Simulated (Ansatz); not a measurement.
## Slab of hcp Bi (10-10), 6 layers

The slab is cut from the hcp crystal, which needn't be the stable phase, as relaxed on PAW files (29.39 Å³/atom), with 16 Å of vacuum and a dipole correction:

```xyz
6
Lattice="3.4589 0.0000 0.0000 0.0000 5.6736 0.0000 0.0000 0.0000 22.9894" Properties=species:S:1:pos:R:3 pbc="T T T"
Bi    2.5942    4.2552    8.0000
Bi    0.8647    1.4184    8.9985
Bi    0.8647    4.2552   10.9955
Bi    2.5942    1.4184   11.9939
Bi    2.5942    4.2552   13.9909
Bi    0.8647    1.4184   14.9894
```

Level of theory: DFT with LDA, scalar-relativistic, in Ansatz 0.2.0; a Γ-centred 12×7×1 k mesh, Fermi–Dirac smearing of 0.08 eV, no spin polarisation. LAPW: all electrons, basis error target 1 meV/atom; PAW: frozen-core files, cutoff 420 eV.

The bulk energy comes from a cell in the slab's orientation on a 12×7×7 mesh. The surface energy is (E(slab) − N·E(bulk))/2A at zero smearing, the mean of both faces; thin slabs carry quantum-size effects.

Spin–orbit coupling is left out, which matters for the heavy atoms. The PAW files were made under PBE. The cell is 1×1, so reconstructions are forbidden.

Q: As cut, the LAPW slab lies 1.132 eV above 6 atoms of bulk. What surface energy is that?

A: Over two faces of 19.62 Å² it is 28.8 meV/Å², and times 16.02 J/m² per eV/Å² that gives γ = 0.462 J/m².

```tsv
method	γ as cut (J/m²)	γ relaxed (J/m²)	Φ as cut (eV)	Φ relaxed (eV)
LAPW	0.462	?	4.18	4.14
```

Q: Give the missing entry: row "LAPW", column "γ relaxed (J/m²)".

A: 0.405.

Q: How do the spacings between the planes relax?

A: From the bottom face up: d12 -23.6 % of 0.998 Å, d23 -2.1 % of 1.997 Å, d34 +29.1 % of 0.998 Å, d45 -2.1 % of 1.997 Å, d56 -23.6 % of 0.998 Å.

Q: What changes if relativity is switched off, at the same positions?

A: LAPW then gives: no gap, work function 4.36 eV.
